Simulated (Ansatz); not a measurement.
ZrTa (L1₀ or tetragonal B2, space group No. 123) under volume change, PBE in the plane-wave PAW code Ansatz, shape and atoms relaxed at each volume.

```json
[
 {"V (Å³/atom)": "18.697", "E − E(relaxed) (meV/atom)": "75.6", "P (GPa)": "14.20"},
 {"V (Å³/atom)": "19.313", "E − E(relaxed) (meV/atom)": "31.8", "P (GPa)": "8.71"},
 {"V (Å³/atom)": "19.930", "E − E(relaxed) (meV/atom)": "7.6", "P (GPa)": "4.03"},
 {"V (Å³/atom)": "20.546", "E − E(relaxed) (meV/atom)": "0.0", "P (GPa)": "0.00"},
 {"V (Å³/atom)": "21.163", "E − E(relaxed) (meV/atom)": "6.9", "P (GPa)": "-3.54"},
 {"V (Å³/atom)": "21.779", "E − E(relaxed) (meV/atom)": "26.8", "P (GPa)": "-6.71"},
 {"V (Å³/atom)": "22.395", "E − E(relaxed) (meV/atom)": "58.1", "P (GPa)": "-9.54"}
]
```

**Question.** What does a third-order Birch–Murnaghan fit give for V₀, B₀ and B′?

**Answer.** V₀ = 20.54 Å³/atom, B₀ = 128 GPa, B′ = 3.5.

Space group P4/mmm (L1₀ or tetragonal B2). The start of the workflow was typed in or built on a structure type; neither database checked (COD, Materials Project) lists it. Whether it is the stable phase at ambient conditions was not checked. The cell was relaxed with PBE under the symmetry of its start; whether a distortion lowers the energy is not shown. The run is not spin-polarised. Its formation energy is positive at this level, so the cell may be metastable or incomplete. Scalar-relativistic: spin–orbit coupling is off unless named, which matters more the heavier the elements.

Potentials: the later of the program's two PAW sets.
